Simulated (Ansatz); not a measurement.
Method: Ansatz 0.2.0, DFT PBE, scalar-relativistic, plane waves, PAW. All cells share a 420 eV cutoff and Γ-centred k meshes spaced at most about 0.3 Å⁻¹ (about 0.25 or finer for metals, 2π included). No spin polarisation in the final relaxations.

All energies are static (0 K, no zero-point motion).

Two relaxed structures of Ta₂W:

A.

```cif
data_structure
_symmetry_space_group_name_H-M 'P-3m1'
_symmetry_Int_Tables_number 164
_cell_length_a 3.0928
_cell_length_b 3.0928
_cell_length_c 6.5211
_cell_angle_alpha 90.000
_cell_angle_beta 90.000
_cell_angle_gamma 120.000
_cell_volume 54.02
loop_
_atom_site_label
_atom_site_type_symbol
_atom_site_symmetry_multiplicity
_atom_site_Wyckoff_symbol
_atom_site_fract_x
_atom_site_fract_y
_atom_site_fract_z
_atom_site_occupancy
Ta1 Ta 2 d 0.66667 0.33333 0.82253 1
W1 W 1 b 0.00000 0.00000 0.50000 1
```

B.

```cif
data_structure
_symmetry_space_group_name_H-M 'I4/mmm'
_symmetry_Int_Tables_number 139
_cell_length_a 3.2586
_cell_length_b 3.2586
_cell_length_c 9.8673
_cell_angle_alpha 90.000
_cell_angle_beta 90.000
_cell_angle_gamma 90.000
_cell_volume 104.77
loop_
_atom_site_label
_atom_site_type_symbol
_atom_site_symmetry_multiplicity
_atom_site_Wyckoff_symbol
_atom_site_fract_x
_atom_site_fract_y
_atom_site_fract_z
_atom_site_occupancy
Ta1 Ta 4 e 0.50000 0.50000 0.16089 1
W1 W 2 a 0.00000 0.00000 0.00000 1
```

Task: Which form is favoured at zero pressure, and by what margin per atom?

Result: B is lower, by 0.38 eV/atom. A has the cadmium iodide type, space group P-3m1 (No. 164), 18.0 Å³/atom and no gap on its mesh; B has the MoSi2 (C11b) type, space group I4/mmm (No. 139), 17.5 Å³/atom and no gap. Counting all near atoms (those within 1.25 times the shortest distance at each site; a plus sign parts nearer from farther groups), A has Ta 12, W 6+6 and B has Ta 14, W 8+6. The denser one is the lower, and pressure would at first widen the difference. In A, Ta is surrounded by 3 W at 2.76 Å and 9 Ta at 2.92–3.09 Å; W has 6 Ta at 2.76 Å and 6 W at 3.09 Å. In B, Ta is surrounded by 4 W at 2.80 Å, 4 Ta at 2.90 Å, 5 Ta at 3.18–3.26 Å and 1 W at 3.35 Å; around W lie 8 Ta at 2.80 Å, 4 W at 3.26 Å and 2 Ta at 3.35 Å. Both come from invented guesses.

Spin–orbit coupling, which can matter for Ta and W, is left out. Cells relaxed within their symmetry can be saddle points.
